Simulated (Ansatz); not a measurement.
PbO2:
```cif
data_O4Pb2
_chemical_formula_sum 'Pb2 O4'
_space_group_name_H-M_alt 'P 1'
_space_group_IT_number 1
_cell_length_a 4.98631
_cell_length_b 4.98631
_cell_length_c 3.40334
_cell_angle_alpha 90.000
_cell_angle_beta 90.000
_cell_angle_gamma 90.000
loop_
_space_group_symop_operation_xyz
  'x, y, z'
loop_
_atom_site_label
_atom_site_type_symbol
_atom_site_fract_x
_atom_site_fract_y
_atom_site_fract_z
_atom_site_occupancy
Pb1 Pb 0.00000 0.00000 0.00000 1
Pb2 Pb 0.50000 0.50000 0.50000 1
O1 O 0.30729 0.30729 0.00000 1
O2 O 0.19271 0.80729 0.50000 1
O3 O 0.69271 0.69271 0.00000 1
O4 O 0.80729 0.19271 0.50000 1
```

Relaxed with r²SCAN.

Tabulate the valence density and the electron localisation function along the shortest Pb–Pb contact (3.40 Å), plane-wave PAW r²SCAN (Ansatz code).



| distance from Pb (Å) | density (e/Å³) | ELF |
|---|---|---|
| 0.34 | 7.14 | 0.01 |
| 0.51 | 4.47 | 0.09 |
| 0.68 | 2.41 | 0.24 |
| 0.85 | 1.14 | 0.32 |
| 1.02 | 0.55 | 0.25 |
| 1.19 | 0.31 | 0.15 |
| 1.36 | 0.21 | 0.09 |
| 1.53 | 0.17 | 0.06 |
| 1.70 | 0.16 | 0.06 |
| 1.87 | 0.17 | 0.06 |
| 2.04 | 0.21 | 0.09 |
| 2.21 | 0.31 | 0.15 |
| 2.38 | 0.55 | 0.25 |
| 2.55 | 1.14 | 0.32 |
| 2.72 | 2.41 | 0.24 |
| 2.89 | 4.47 | 0.09 |
| 3.06 | 7.14 | 0.01 |

The density is the valence pseudo-density with augmentation charge, so density and ELF within about 1 Å of a nucleus are not all-electron values.

Space group P4_2/mnm (rutile). The cell was relaxed with r²SCAN under the symmetry of its start; of distortions, only those at the zone centre were tested. Spin–orbit coupling is left out wherever it is not named.

Potentials: the later of the program's two PAW sets.
